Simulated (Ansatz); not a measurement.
Lu:
```xyz
2
Lattice="3.5071 0.0000 0.0000 -1.7535 3.0372 0.0000 0.0000 0.0000 5.4587" Properties=species:S:1:pos:R:3 pbc="T T T"
Lu     0.0000     2.0248     4.0940
Lu     1.7535     1.0124     1.3647
```

Relaxed with PBE.

Q: Which orbitals make up the states near the Fermi level in PBE (plane waves, PAW; program Ansatz)?

A: Within 0.5 eV of the Fermi level: Lu 5d 89 %, outside the projected shells 6 %. Projections are on Löwdin-orthogonalised atomic valence shells; empty p or d shells of many metals are not among them.

Q: Tabulate the density of states.

A: States/eV per cell of 2 atoms, in 0.25 eV bins, energy from the Fermi level.

| E (eV) | total | Lu 4f | Lu 5d | Lu 6s |
|---|---|---|---|---|
| -6.20 | 0.00 | 0.00 | 0.00 | 0.00 |
| -5.95 | 0.05 | 0.00 | 0.00 | 0.05 |
| -5.70 | 0.13 | 0.00 | 0.00 | 0.12 |
| -5.45 | 0.18 | 0.00 | 0.00 | 0.17 |
| -5.20 | 0.27 | 0.04 | 0.01 | 0.21 |
| -4.95 | 112.09 | 111.65 | 0.12 | 0.29 |
| -4.70 | 0.44 | 0.17 | 0.03 | 0.23 |
| -4.45 | 0.36 | 0.02 | 0.05 | 0.28 |
| -4.20 | 0.40 | 0.00 | 0.07 | 0.31 |
| -3.95 | 0.45 | 0.00 | 0.10 | 0.33 |
| -3.70 | 0.51 | 0.00 | 0.14 | 0.35 |
| -3.45 | 0.57 | 0.00 | 0.19 | 0.37 |
| -3.20 | 0.65 | 0.00 | 0.25 | 0.38 |
| -2.95 | 0.76 | 0.00 | 0.34 | 0.40 |
| -2.70 | 0.92 | 0.00 | 0.47 | 0.41 |
| -2.45 | 1.28 | 0.00 | 0.79 | 0.44 |
| -2.20 | 1.36 | 0.00 | 0.93 | 0.39 |
| -1.95 | 1.30 | 0.00 | 0.95 | 0.31 |
| -1.70 | 1.28 | 0.00 | 0.99 | 0.26 |
| -1.45 | 1.39 | 0.00 | 1.12 | 0.22 |
| -1.20 | 1.48 | 0.00 | 1.26 | 0.18 |
| -0.95 | 1.38 | 0.00 | 1.22 | 0.11 |
| -0.70 | 1.89 | 0.00 | 1.78 | 0.06 |
| -0.45 | 2.67 | 0.00 | 2.45 | 0.10 |
| -0.20 | 3.18 | 0.01 | 2.86 | 0.13 |
| 0.05 | 3.85 | 0.01 | 3.37 | 0.15 |
| 0.30 | 2.30 | 0.01 | 2.02 | 0.11 |
| 0.55 | 1.57 | 0.00 | 1.34 | 0.08 |
| 0.80 | 1.35 | 0.00 | 1.22 | 0.04 |
| 1.05 | 1.82 | 0.00 | 1.60 | 0.07 |
| 1.30 | 3.68 | 0.01 | 3.06 | 0.21 |
| 1.55 | 3.92 | 0.01 | 3.46 | 0.18 |
| 1.80 | 3.21 | 0.00 | 2.93 | 0.17 |
| 2.05 | 3.01 | 0.00 | 2.73 | 0.15 |
| 2.30 | 3.16 | 0.00 | 2.93 | 0.10 |
| 2.55 | 3.21 | 0.00 | 3.04 | 0.05 |
| 2.80 | 1.82 | 0.00 | 1.73 | 0.02 |
| 3.05 | 1.45 | 0.00 | 1.39 | 0.02 |
| 3.30 | 1.35 | 0.00 | 1.29 | 0.02 |
| 3.55 | 1.38 | 0.00 | 1.32 | 0.02 |
| 3.80 | 1.39 | 0.00 | 1.33 | 0.02 |
| 4.05 | 1.44 | 0.00 | 1.36 | 0.03 |
| 4.30 | 1.49 | 0.00 | 1.39 | 0.05 |
| 4.55 | 1.58 | 0.00 | 1.45 | 0.07 |
| 4.80 | 1.75 | 0.00 | 1.54 | 0.12 |

Space group P6_3/mmc (hcp (Mg type)). The cell was relaxed with PBE under the symmetry of its start. Spin–orbit coupling is left out wherever it is not named.

Potentials: the earlier of the program's two PAW sets.
